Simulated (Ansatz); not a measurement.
A generator proposed this cell of InSbO.

```yaml
crystal:
  lattice:
    - [4.16720, 0.00000, 0.00000]
    - [-2.08360, 3.60890, 0.00000]
    - [0.00000, 0.00000, 4.00980]
  atoms:
    - { symbol: In, position: [0.00000, 0.00000, 0.00000] }
    - { symbol: Sb, position: [0.66667, 0.33333, 0.50000] }
    - { symbol: O, position: [0.33333, 0.66667, 0.50000] }
```

Level of theory: DFT PBE, scalar-relativistic, plane waves, PAW in Ansatz 0.2.0. Settings: cutoff 420 eV, Γ-centred mesh 6×6×4 on the computed 3-atom cell, Gaussian smearing of 0.10 eV; no spin polarisation.

The zero of energy is the elements' standard structures at the same level (O₂ as a molecule); no fitted shifts are applied.

Question: What does a single point on this coarse mesh give?

Answer: The pressure is 2.1 GPa (the mean over three directions, positive in compression), the largest force is 0.00 eV/Å (symmetry fixes the atoms), and the energy is −0.13 eV/atom against the elements. The shortest distance is 2.41 Å.

Question: How much does it gain on relaxing, and where does it end?

Answer: Relaxing gains about 0.11 eV/atom (the start's value is from the coarse mesh, so the gain is rough) in 23 ionic steps and ends at −0.24 eV/atom on the finer mesh. The symmetry stays P-6m2 (No. 187). The volume per atom grows by 16.1 %, from 20.1 to 23.3 Å³. The shortest distance goes from 2.41 Å (Sb–O) to 2.24 Å (Sb–O). The ratio c/a of the conventional cell changes by a factor of 1.44. Conventional cell: a = 3.880 Å, c = 5.369 Å. Around In lie 6 O at 3.50 Å, 6 Sb at 3.50 Å and 6 In at 3.88 Å; Sb has 3 O at 2.24 Å and 6 In at 3.50 Å; O is surrounded by 3 Sb at 2.24 Å and 6 In at 3.50 Å.

The last run used a 12×12×10 mesh (in the run's order of axes) for its 3-atom cell and Gaussian smearing of 0.10 eV. Spin–orbit coupling, which can matter for Sb, is left out. The relaxation can't lower the symmetry of the start. Symmetry constrained the relaxation, so the result can be a saddle point. Another cell of InSbO relaxed alike, in P4/mmm, lies 100 meV/atom lower, so this cell isn't the stable form at this level.
